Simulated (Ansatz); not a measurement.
PdRhN$_{2}$ in space group R-3m (No. 166; Rh on 3b, Pd on 3a, N on 6c), plane-wave PAW r²SCAN (Ansatz code), all energies at zero smearing, with the estimated change up to a 700 eV cutoff added, with one set of potentials and settings (totals compare only within such a set). Cell of 4 atoms (1 Rh, 1 Pd, 2 N): -14168.265 eV.

```csv
element,reference phase,E (eV/atom)
Rh,"Fm-3m, 1 atoms in the cell",-6415.2735
Pd,"Fm-3m, 1 atoms in the cell",-6985.7456
N,"Pa-3, 8 atoms in the cell",-384.8315
```

Formation energy per atom, worked out: (-14168.265 − 1×(-6415.2735) − 1×(-6985.7456) − 2×(-384.8315))/4 = 0.604 eV/atom (58 kJ per mol of atoms), at 0 K, without zero-point energy or fitted corrections.

The start of the workflow was typed in or built on a structure type; neither database checked (COD, Materials Project) lists it. Whether it is the stable phase at ambient conditions was not checked. Symmetry was held in the r²SCAN relaxation; whether a distortion lowers the energy is not shown. The workflow began spin-polarised and lost its moments. Its formation energy is positive at this level, so the cell may be metastable or incomplete. The references are the lowest solids computed at this level, not always the standard phases (solids in place of the gases).

Potentials: the later of the program's two PAW sets.
